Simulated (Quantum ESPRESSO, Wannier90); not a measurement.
# ZrO$_{2}$ (anatase), plane waves to Wannier functions

```
begin unit_cell_cart
ang
    0.0000000000   -4.0152000000    0.0000000000
    4.0152000000    0.0000000000    0.0000000000
   -2.0076000000    2.0076000000    5.3458850000
end unit_cell_cart
begin atoms_frac
Zr   0.0000000000  0.0000000000  0.0000000000
Zr  -0.2500000000  0.2500000000  0.5000000000
O   -0.2016100000 -0.2016100000 -0.4032200000
O   -0.4516100000  0.0483900000  0.0967800000
O   -0.0483900000  0.4516100000 -0.0967800000
O    0.2016100000  0.2016100000  0.4032200000
end atoms_frac
```

Materials Project entry mp-754403; symmetrised, unrelaxed at this level. Not found in the COD (Crystallography Open Database) copy used, which has the formula in other groups; not checked further. Method: PBEsol plane waves in Quantum ESPRESSO 7.5 (PseudoDojo norm-conserving files, 68 Ry, no spin polarisation, no spin-orbit coupling), Bloch states on a 6×6×6 mesh through Γ, Wannier90 4.0.1. Density: 8×8×8 mesh, cold smearing 0.01 Ry.

Bands 13-24 form an isolated set from -3.95 to 0.00 eV relative to the valence-band maximum (on the path) and are turned into 12 Wannier functions by minimising the spread from the start: atomic waves O 2p.

Centres (Cartesian, Å; one of the equivalent choices) and spreads:

```
n       x      y       z  spread (Å²)  nearest atom
--  -----  -----  ------  -----------  ------------
1   0.000  0.000  -2.090        1.210            O3
2   0.000  0.000  -2.192        1.325            O3
3   0.000  0.000  -2.113        1.160            O3
4   0.000  2.008   0.583        1.210            O4
5   0.000  2.008   0.560        1.160            O4
6   0.000  2.008   0.481        1.325            O4
7   2.008  0.000  -0.583        1.210            O5
8   2.008  0.000  -0.481        1.325            O5
9   2.008  0.000  -0.560        1.160            O5
10  0.000  0.000   2.090        1.210            O6
11  0.000  0.000   2.113        1.160            O6
12  0.000  0.000   2.192        1.325            O6
```

Ω_I = 14.61 Å², Ω_total = 14.78 Å²; the interpolated bands follow pw.x to 0.7 meV rms on the path. Only this start was tried; a symmetric start can stop on a saddle, and mixtures of these functions could lower the total by at most Ω_total − Ω_I.
